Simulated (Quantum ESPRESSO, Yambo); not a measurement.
For SrBrOH (space group C2/m, No. 12), Yambo gives the independent-particle static dielectric constant along x as 3.31 on LDA bands and 2.82 after a scissor of 2.41 eV widens every gap (4×4×2 mesh, 124 bands, 3 Ry local-field block, 0.2 eV broadening). Axes are Cartesian, with cell vectors (Å) (5.54, -2.17, 0.00), (5.54, 2.17, 0.00), (-2.15, 0.00, 7.12).

Q: A scissor keeps the position matrix elements. In a one-oscillator model, how does ε − 1 scale, and what mean transition energy do the two values imply?

A: Each transition adds |r|²/E to ε − 1, so ε − 1 ∝ 1/(E0 + Δ). Then (2.82 − 1)/(3.31 − 1) = E0/(E0 + Δ) = 0.788, and E0 = Δ(ε' − 1)/(ε − ε') = 9.0 eV. The computed Im ε, weighted by 1/E up to 20 eV, has its mean at 8.8 eV; the smallest direct LDA gap is 3.95 eV. The scissor comes from a G0W0 run whose convergence isn't established. Convergence of the RPA response with its 4×4×2 mesh was not tested.

Bands from Quantum ESPRESSO.

Spin-orbit coupling is not included.

Geometry of the Materials Project entry, not relaxed at this level; primitive cell a = b = 5.951 Å, c = 7.437 Å, α = β = 105.60°, γ = 42.76°.

The structure is a Materials Project entry; no match was found in the copy of COD used, and its stability was not checked.
